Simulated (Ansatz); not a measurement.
Relaxed-ion elastic tensor of MoS2 in space group R3m (No. 160; Mo on 3a, S on 3a, S on 3a) in GPa (Voigt order), DFT-LDA in the program Ansatz with PAW potentials; density 5.24 g/cm³, 16.90 Å³ per atom.

```
 245  61.6  16.3   5.0   0.0   0.0
61.6   245  16.3  -5.0   0.0   0.0
16.3  16.3  46.2   0.0   0.0   0.0
 5.0  -5.0   0.0  22.0   0.0   0.0
 0.0   0.0   0.0   0.0  22.0   5.0
 0.0   0.0   0.0   0.0   5.0  91.6
```

Is the crystal mechanically stable?

Yes: the smallest eigenvalue of C is 21.6 GPa.

Work out the Voigt, Reuss and Hill averages.

K_V = 80.5, K_R = 40.8, K_H = 60.7; G_V = 56.5, G_R = 33.4, G_H = 45.0 GPa.

Give Young's modulus, Poisson's ratio, Pugh's ratio and the universal anisotropy index.

E = 9KG/(3K + G) = 108 GPa; ν = 0.20; K/G = 1.35 (brittle by the Pugh limit of 1.75); A_U = 5G_V/G_R + K_V/K_R − 6 = 4.44.

Estimate the sound speeds and the Debye temperature.

v_l = √((K + 4G/3)/ρ) = 4800 m/s, v_t = √(G/ρ) = 2930 m/s, mean 3230 m/s; Θ = (h/k)(3n/4πV)^(1/3) v_m = 375 K.

Solve the Christoffel equation for the three sound speeds along x, y, z.

Eigenvalues of C_ijkl n_j n_l equal ρv² (piezoelectric stiffening left out). In km/s, slowest first: x 2.03, 4.19, 6.83; y 2.04, 4.18, 6.84; z 2.05, 2.05, 2.97.

How much does each axis shrink under pressure?

Linear compressibilities β_i = Σ_j S_ij (j = 1 to 3): x 2.2, y 2.2, z 20 per TPa.

The cell was relaxed with LDA under the symmetry of its start; of distortions, only those at the zone centre were tested. The run is not spin-polarised. A crystal of weakly bound layers computed without a dispersion correction: the cell and the soft elastic constants depend strongly on that.

Potentials: the earlier of the program's two PAW sets.
